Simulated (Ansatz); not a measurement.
Ni7Ge4 (P-6m2): electronic heat capacity and spin susceptibility from the density of states

Theory: Ansatz, DFT PBEsol, scalar-relativistic, plane waves, PAW.

Cutoff 420 eV; k points 12×12×4 on the computed 11-atom cell (Γ-centred); Gaussian smearing, width 0.10 eV; no spin polarisation.

Relaxed cell: P-6m2, a = 3.930 Å, b = 3.930 Å, c = 9.877 Å, α = 90.00°, β = 90.00°, γ = 120.00°, 11 atoms in the primitive cell. Whether it is the stable form of this composition wasn't checked.

The density of states at the Fermi level is 7.751 states/eV in the cell of 11 atoms (1 formula unit; both spins, tetrahedra on a 18×18×6 mesh). Averaged over bins of 0.1 eV the density runs from 4.8 to 7.3 states/eV within 0.2 eV of the Fermi level, so the figure hangs on the exact place of that level.

Problem. What Sommerfeld coefficient and Pauli susceptibility does this give?

Solution. Per formula unit N(E_F) = 7.751 states/eV. γ = (π²/3) k_B² N(E_F) N_A = 2.357 mJ/(mol K²) per state/eV, so γ = 18.3 mJ/(mol K²), a mole of formula units. χ_P = μ_B² N(E_F) N_A = 3.23×10⁻⁵ emu/mol per state/eV gives 25.1×10⁻⁵ emu/mol. This is the bare band result: a measured γ of the same phase is as a rule larger by a factor 1 + λ from phonons and spin fluctuations, the spin part of χ is larger by the Stoner factor, and a measured χ also holds orbital and core terms. N(E_F) at one energy is sensitive to the mesh where the density of states has sharp peaks.

A ferromagnetic start lost its moments in a first run, so spin was left out; other magnetic orders weren't tried.

Cost: 1 run of about 5.6 core-minutes, on Intel Xeon Platinum 8488C (Sapphire Rapids) (shared hosts).